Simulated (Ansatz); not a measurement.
**Spin spirals in EuCd (Pm-3m)**

```xyz
2
Lattice="3.9169 0.0000 0.0000 0.0000 3.9169 0.0000 0.0000 0.0000 3.9169" Properties=species:S:1:pos:R:3 pbc="T T T"
Eu    1.9584    1.9584    1.9584
Cd    0.0000    0.0000    0.0000
```

The geometry is a structure from the Materials Project, held fixed and not relaxed.

Settings: LDA, 8×8×8 k mesh, Fermi–Dirac smearing of 0.03 eV. PAW means Ansatz 0.2.0 on its default frozen-core files; LAPW is all-electron LAPW in Ansatz 0.2.0. Site moments are integrated in spheres about the atoms, whose radii differ between the methods. Start moments of the first PAW run (μB): Eu1 6.8.

Flat spirals without spin–orbit coupling: moments start in the xy plane and turn about z by q·R from cell to cell, and their directions inside a cell are free. q runs from Γ to R = (0.500, 0.500, 0.500) in reciprocal cell vectors. Energies count from each method's run at q = 0. Each q is a vector of the k mesh, and the mesh is shifted by q/2 where needed, so that both spin components are sampled on the same points as at q = 0.

Q: Where along the line is the energy lowest?

A: The lowest point lies at 0.750 of the way, 0.3 meV/cell under q = 0, which this mesh may not resolve.
| fraction of Γ–R | |q| (1/Å) | ΔF PAW (meV/cell) | ΔF LAPW (meV/cell) | largest moment, PAW (μB) |
| --- | --- | --- | --- | --- |
| 0.000 | 0.000 | 0.0 | 0.0 | 6.84 |
| 0.250 | 0.347 | +1.0 | +1.1 | 6.83 |
| 0.500 | 0.695 | +1.3 | – | 6.83 |
| 0.750 | 1.042 | -0.3 | – | 6.82 |
| 1.000 | 1.389 | +11.4 | +11.4 | 6.80 |

Q: A further pair of PAW runs: spiral at 1 of the way from Γ to R, mesh halved and not shifted, against the same at q = 0. What is the energy difference?

A: +22.1 meV/cell, with a largest moment of 6.80 μB. The halved mesh isn't converged.

The PAW files were made with PBE; the program remakes their cores once for the run's functional and then keeps them frozen. Without U a semilocal functional puts the f levels too near the Fermi level, which can change moments and the order of magnetic states; site and cell moments are spin moments. Spin–orbit coupling is left out although heavy atoms are present. In at least one run the program's final test of stability wasn't made or came to no verdict. With open f shells a run can end in a state that isn't the lowest. These are results for the start and cell typed. The real compound can order otherwise, in a larger cell, or not at all, since semilocal functionals without spin fluctuations often overstate magnetism; near a collapse of the moment, mesh and smearing move it by tens of per cent.
